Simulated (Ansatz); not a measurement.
## Li₃ZrN₂: rattling a relaxed structure

The structure comes from a proposed guess, relaxed at this level; another structure or a mixture of phases may lie lower.

These are results of Ansatz, DFT PBE, scalar-relativistic, plane waves, PAW, not measurements. Plane waves to 420 eV, a k mesh through Γ of 12×12×6 on the computed 6-atom cell and Gaussian smearing (0.10 eV); no spin polarisation.

The cell below (6 atoms, space group P-3m1 (No. 164)) is relaxed within its symmetry.

```
Li Zr N
1.0
     3.30854    0.00000    0.00000
    -1.65427    2.86528    0.00000
     0.00000    0.00000    5.73791
Li Zr N
3 1 2
Cartesian
  0.0000 0.0000 2.8690
  0.0000 1.9102 3.8139
  1.6543 0.9551 1.9240
  0.0000 0.0000 0.0000
  1.6543 0.9551 4.3034
  0.0000 1.9102 1.4345
```

For the test a repeat of it with 12 atoms (edges 3.31, 5.73, 5.74 Å) was strained at random (σ = 1.5 % a component), the atoms were moved at random (σ = 0.15 Å), and all was relaxed again on a coarse 6×4×4 mesh (in the run’s order of axes) with 0.20 eV smearing, with no symmetry imposed.

Question: What happens?

Answer: It returns, within 1 meV/atom of the unmoved cell on that mesh and with the same symmetry when read at 0.1 Å (P2_1/m at 0.01 Å, so small strains and shifts remain). No instability shows in this cell; modes of other wave vectors, which need another repeat, aren't tested.
